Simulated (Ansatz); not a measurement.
MgS (rock salt)

```
MgS
1.0
    0.00000     5.20309     5.20309
    2.60155     0.00000     2.60155
    2.60155     2.60155     0.00000
S Mg
2 2
Direct
  0.00000   0.00000   0.00000
  0.50000   0.00000   0.00000
  0.25000   0.50000   0.50000
  0.75000   0.50000   0.50000
```

The atoms are displaced by Q × the pattern below (from a DFPT mode at L = (0.5, 0.0, 0.0), largest move 1; Q in Å), at fixed cell. (q is in reciprocal vectors of the primitive cell; the cell shown is doubled to hold the pattern.)

```json
[
 {"atom": "Mg3", "x": "-0.577", "y": "0.577", "z": "0.577"},
 {"atom": "Mg4", "x": "0.577", "y": "-0.577", "z": "-0.577"}
]
```

Atoms not listed stay in place.

The numbers are results of r2SCAN (plane waves to 500 eV, PAW, scalar-relativistic; Ansatz, an electronic-structure program), not measurements. k mesh 11×11×11 (Γ-centred), Fermi-Dirac smearing 0.05 eV. MgS was relaxed with its symmetry unable to fall. 

```tsv
Q (Å)	−dE/dQ from forces (eV/Å)
-0.100	2.410
-0.083	2.009
-0.067	1.609
-0.050	1.207
-0.033	0.805
-0.017	0.403
0.000	0.000
0.017	-0.403
0.033	-0.805
0.050	-1.207
0.067	-1.609
0.083	-2.009
0.100	-2.410
```

Task: What harmonic wavenumber does the curvature at Q = 0 give?

Result: 368 cm⁻¹. E″ = 24.16 eV/Å², M = Σ mᵢ|uᵢ|² = 48.6 u, ν̃ = 521.5·√(|E″|/M).

(A displaced cell: forces are minus the slopes of the energy, force constants its curvatures, and phonons follow from these.)
